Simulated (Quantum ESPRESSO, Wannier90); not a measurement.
**Si2Mo (I4/mmm): Wannier90 run**

```
begin unit_cell_cart
ang
    3.2042600000    0.0000000000    0.0000000000
    0.0000000000    3.2042600000    0.0000000000
   -1.6021300000   -1.6021300000    3.9080950000
end unit_cell_cart
begin atoms_frac
Si  -0.3354300000 -0.3354300000  0.3291400000
Si   0.3354300000  0.3354300000 -0.3291400000
Mo   0.0000000000  0.0000000000  0.0000000000
end atoms_frac
```

Cell from Materials Project (mp-2592), symmetrised, no further relaxation. COD (Crystallography Open Database) has an entry of this formula and space group (matched by these alone). Method: PBE plane waves in Quantum ESPRESSO 7.5 (PseudoDojo norm-conserving files, 64 Ry, no spin polarisation, no spin-orbit coupling), Bloch states on a 8×8×8 mesh through Γ, Wannier90 4.0.1. Density: 10×10×10 mesh, cold smearing 0.01 Ry.

Functional, cutoff and mesh named above are those of the base row (1); the first column says what each row takes instead. Model: 17 functions from bands 5-31, start hydrogen-like Si: s;p; Mo: s;p;d, disentangled but not localised (num_iter = 0), frozen window tied to the conduction edge or Fermi level of each row, as listed, which moves Ω_I and hoppings a little by itself. Energies are relative to the Fermi level; the misfit is to pw.x on a path, for states up to 1.0 eV relative to the Fermi level. The lattice is scaled uniformly, fractional positions fixed. The disentangled Ω_I can sit in another minimum from row to row.

```json
[
 {"scale": "0.97", "frozen to (eV)": "1.50", "Ω_I (Å²)": "18.89", "rms misfit (meV)": "4.6", "bottom of band 5 (eV)": "-14.09", "on-site Si1 pz minus Si1 s (eV)": "6.95", "hopping modulus Si2 pz – Si1 pz, R = 1 1 0 (eV)": "4.379", "hopping modulus Mo3 dz2 – Si2 pz, R = 0 0 1 (eV)": "2.259", "hopping modulus Si2 s – Si1 pz, R = 1 1 0 (eV)": "1.916", "hopping modulus Mo3 dz2 – Si2 s, R = 0 0 1 (eV)": "1.760"},
 {"scale": "0.99", "frozen to (eV)": "1.50", "Ω_I (Å²)": "19.38", "rms misfit (meV)": "4.8", "bottom of band 5 (eV)": "-13.61", "on-site Si1 pz minus Si1 s (eV)": "7.01", "hopping modulus Si2 pz – Si1 pz, R = 1 1 0 (eV)": "4.069", "hopping modulus Mo3 dz2 – Si2 pz, R = 0 0 1 (eV)": "2.086", "hopping modulus Si2 s – Si1 pz, R = 1 1 0 (eV)": "1.804", "hopping modulus Mo3 dz2 – Si2 s, R = 0 0 1 (eV)": "1.629"},
 {"scale": "1", "frozen to (eV)": "1.50", "Ω_I (Å²)": "19.57", "rms misfit (meV)": "4.9", "bottom of band 5 (eV)": "-13.38", "on-site Si1 pz minus Si1 s (eV)": "7.02", "hopping modulus Si2 pz – Si1 pz, R = 1 1 0 (eV)": "3.921", "hopping modulus Mo3 dz2 – Si2 pz, R = 0 0 1 (eV)": "2.003", "hopping modulus Si2 s – Si1 pz, R = 1 1 0 (eV)": "1.749", "hopping modulus Mo3 dz2 – Si2 s, R = 0 0 1 (eV)": "1.568"},
 {"scale": "1.01", "frozen to (eV)": "1.50", "Ω_I (Å²)": "19.75", "rms misfit (meV)": "4.7", "bottom of band 5 (eV)": "-13.15", "on-site Si1 pz minus Si1 s (eV)": "7.04", "hopping modulus Si2 pz – Si1 pz, R = 1 1 0 (eV)": "3.788", "hopping modulus Mo3 dz2 – Si2 pz, R = 0 0 1 (eV)": "1.932", "hopping modulus Si2 s – Si1 pz, R = 1 1 0 (eV)": "1.697", "hopping modulus Mo3 dz2 – Si2 s, R = 0 0 1 (eV)": "1.512"},
 {"scale": "1.03", "frozen to (eV)": "1.50", "Ω_I (Å²)": "20.09", "rms misfit (meV)": "5.0", "bottom of band 5 (eV)": "-12.71", "on-site Si1 pz minus Si1 s (eV)": "7.08", "hopping modulus Si2 pz – Si1 pz, R = 1 1 0 (eV)": "3.535", "hopping modulus Mo3 dz2 – Si2 pz, R = 0 0 1 (eV)": "1.798", "hopping modulus Si2 s – Si1 pz, R = 1 1 0 (eV)": "1.592", "hopping modulus Mo3 dz2 – Si2 s, R = 0 0 1 (eV)": "1.404"}
]
```
